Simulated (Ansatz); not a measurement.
# RbCaH3: stationary points along a deformation path

These are results of Ansatz, DFT r2SCAN, scalar-relativistic, plane waves, PAW, not measurements. Cutoff 500 eV, Γ-centred 6×6×6 k-points, Gaussian smearing of 0.05 eV. No spin polarisation. Energies are free energies at this smearing, counted from the undisturbed cell; pressure is positive in compression.

Zero of the scan (as given, not relaxed at this level; it stands at -0.5 GPa, and it needn't be the usual structure):

```
Rb Ca H
1.0
     4.54700    0.00000    0.00000
     0.00000    4.54700    0.00000
     0.00000    0.00000    4.54700
Rb Ca H
1 1 3
Direct
  0.00000 0.00000 0.00000
  0.50000 0.50000 0.50000
  0.00000 0.50000 0.50000
  0.50000 0.00000 0.50000
  0.50000 0.50000 0.00000
```

At fixed volume and fractional coordinates, lengths along (0.577, 0.577, 0.577) are scaled against those across it; ρ is that ratio over its starting value. V = 18.802 Å³/atom. Δσ is the stress along the axis less the mean stress across it (compression positive).

| ρ | ΔE (meV/atom) | Δσ (GPa) | space group |
| --- | --- | --- | --- |
| 0.500 | 897.5 | 42.46 | R-3m |
| 0.600 | 437.4 | 24.14 | R-3m |
| 0.710 | 187.2 | 14.48 | R-3m |
| 0.850 | 40.8 | 6.51 | R-3m |
| 0.930 | 8.0 | 2.83 | R-3m |
| 1.000 | 0.0 | 0.00 | Pm-3m |
| 1.080 | 8.7 | -2.87 | R-3m |
| 1.200 | 47.9 | -6.60 | R-3m |
| 1.410 | 166.8 | -12.30 | R-3m |
| 1.700 | 400.6 | -19.95 | R-3m |
| 2.000 | 704.6 | -28.08 | R-3m |

**Question.** How does the stress give the slope of the energy, and where is the energy stationary?

**Answer.** Along the path d ln(length) is 2/3 d ln ρ on the axis and −1/3 d ln ρ across it, so dE/d ln ρ = −(2/3) V Δσ: the energy falls with ρ where Δσ is positive. Δσ vanishes or changes sign at ρ = 1.000 (Pm-3m), a minimum at 0.0 meV/atom. Pairs of stationary points between two samples would go unseen, and could change a minimum read from distant neighbours into a maximum. At ρ = 1.000 the cell is cubic, where symmetry alone makes the stress isotropic and the slope zero.

**Question.** Which shear constant sets the curvature at ρ = 1?

**Answer.** For a cubic crystal E/V = (2/3) C (ln ρ)² with C = C44, so Δσ = −2C ln ρ. The parabola of Δσ against ln ρ through ρ = 0.930, 1 and 1.080 gives C ≈ 19.1 GPa with the ions clamped, rough because the steps are large. It is the stress–strain coefficient at this cell's pressure of -0.5 GPa, not the zero-pressure constant.